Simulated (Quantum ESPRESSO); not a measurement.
Ti4TaZrHfMo, one composition in several site orders

Simulated, not a measurement. The program is pw.x of Quantum ESPRESSO 7.5 (plane-wave density functional theory). The cell is made up: eight metal atoms on a face-centred cubic lattice, with elements, volume, strain and displacements drawn at random and not relaxed, so it may be unstable or far from any real phase. PseudoDojo standard norm-conserving files set the functional (PBE unless stated); there is no spin polarisation or spin-orbit coupling, the Fermi-Dirac width of 0.25 eV means electrons at about 2900 K, and the masses in the input are unused placeholders. Heavy elements are run without spin-orbit coupling, which real alloys of them have. A spin test at this wide smearing found no moment, but such smearing suppresses magnetism that the real alloy may have.

The runs put one composition on the sites in different orders. Cell, positions, cutoff, mesh and smearing stay as in the input of run 1; sites are counted in its order. Stress in the tables is positive in tension.

Input of run 1:

```
&control calculation='scf', pseudo_dir='./dojo.nc.sr.pbe.v0_5.standard.upf', outdir='./o', disk_io='minimal', tprnfor=.true., tstress=.true. /
&system ibrav=0, nat=8, ntyp=5, nbnd=68, ecutwfc=84.00895049, nosym=.true., tot_charge=0,
 occupations='smearing', smearing='fd', degauss=0.0183746611
/
&electrons conv_thr=1.470e-08, electron_maxstep=70, mixing_beta=0.5 /
ATOMIC_SPECIES
Hf 1.0 Hf.upf
Mo 1.0 Mo.upf
Ta 1.0 Ta.upf
Ti 1.0 Ti.upf
Zr 1.0 Zr.upf
CELL_PARAMETERS angstrom
-0.0101 2.0945 2.0931
-4.0398 4.0155 -3.9925
-4.2583 -4.1046 4.122
ATOMIC_POSITIONS angstrom
Ti 0.0396 0.0289 -0.0062
Ta -4.2455 -2.0909 2.1451
Ti -4.0529 0.131 0.1239
Zr -4.0634 1.9987 -1.9769
Ti -2.0895 -0.0572 2.1475
Ti -2.078 2.1702 0.0168
Hf -6.3694 0.134 2.1587
Mo -6.2533 1.8811 0.0982
K_POINTS automatic
8 4 4 1 1 1
```

```
run  elements on sites 1 to 8  free energy less that of run 1 (eV)  -TS (eV)  pressure (GPa)  stress xx (GPa)  stress yy (GPa)  stress zz (GPa)  stress yz (GPa)  stress xz (GPa)  stress xy (GPa)  iterations
  1   Ti Ta Ti Zr Ti Ti Hf Mo                                0.000    -2.321           10.05           -10.65            -9.14           -10.36             0.78            -1.54             1.57          23
  2   Zr Hf Ti Mo Ti Ti Ta Ti                                0.114    -2.356           10.51           -10.67           -10.13           -10.72             1.22            -2.09             0.27          22
  3   Zr Ti Hf Mo Ti Ti Ta Ti                               -0.012    -2.355           10.34           -10.99            -9.79           -10.26             0.76            -1.86             0.29          21
  4   Ti Mo Ti Ta Ti Ti Hf Zr                                0.114    -2.340           10.64           -10.85           -10.49           -10.58             1.99            -1.12             1.87          22
  5   Ti Mo Ti Ti Zr Ti Hf Ta                               -0.132    -2.333            9.90            -9.70           -10.04            -9.94             2.04            -1.36             2.39          22
  6   Ti Hf Zr Ta Ti Mo Ti Ti                               -0.300    -2.334            9.84            -8.73            -9.84           -10.96             1.34            -1.68             1.36          23
```

Forces Fx Fy Fz (eV/Å):

| site | run 1 | run 2 | run 3 | run 4 | run 5 | run 6 |
| --- | --- | --- | --- | --- | --- | --- |
| 1 | -1.70 0.76 -0.53 | -2.09 -0.04 0.09 | -2.10 0.34 -0.30 | -2.42 0.30 -0.18 | -1.55 0.67 -0.53 | -1.07 -0.15 0.21 |
| 2 | 0.46 0.38 -0.29 | 0.08 1.01 -1.20 | -0.02 0.59 -0.72 | -0.31 0.50 -0.56 | -0.45 -0.01 0.04 | -0.19 0.24 -0.53 |
| 3 | -0.15 -0.54 0.30 | -0.22 -0.25 -0.12 | -0.32 -0.70 0.07 | 0.59 -0.75 0.30 | -0.32 -0.31 -0.21 | -0.25 -0.51 0.36 |
| 4 | -1.10 -0.44 0.42 | -0.58 -0.71 0.41 | -0.58 -0.44 0.11 | -0.43 -0.14 0.02 | 0.01 -0.51 0.44 | -0.37 0.25 -0.44 |
| 5 | -0.58 0.48 -0.21 | 0.16 0.13 0.16 | 0.22 -0.18 0.54 | -0.28 0.53 -0.32 | -0.19 0.66 -0.36 | 0.76 0.21 0.04 |
| 6 | 0.86 -0.90 0.84 | -0.97 -0.29 0.23 | 0.05 0.21 -0.17 | 0.60 -0.56 0.59 | 0.52 -0.33 0.39 | 0.67 -0.33 0.22 |
| 7 | 2.08 0.01 -0.16 | 2.08 -0.63 0.90 | 2.14 -1.03 1.34 | 1.79 -1.03 1.03 | 1.45 -0.98 0.94 | 0.35 -0.22 0.25 |
| 8 | 0.12 0.25 -0.38 | 1.53 0.78 -0.45 | 0.60 1.22 -0.88 | 0.46 1.14 -0.88 | 0.52 0.80 -0.70 | 0.11 0.52 -0.12 |

The sites are displaced and not relaxed, so the energy differences hold strain from misfit and are not ordering energies. A rerun of one cell of this series at a higher cutoff and on a denser mesh moved values by no more than 0.002 eV in energy, 0.02 GPa in stress and 0.004 eV/Å in force, and a second program with other atomic files agreed on that cell to 2 % rms in force and 0.5 GPa in pressure.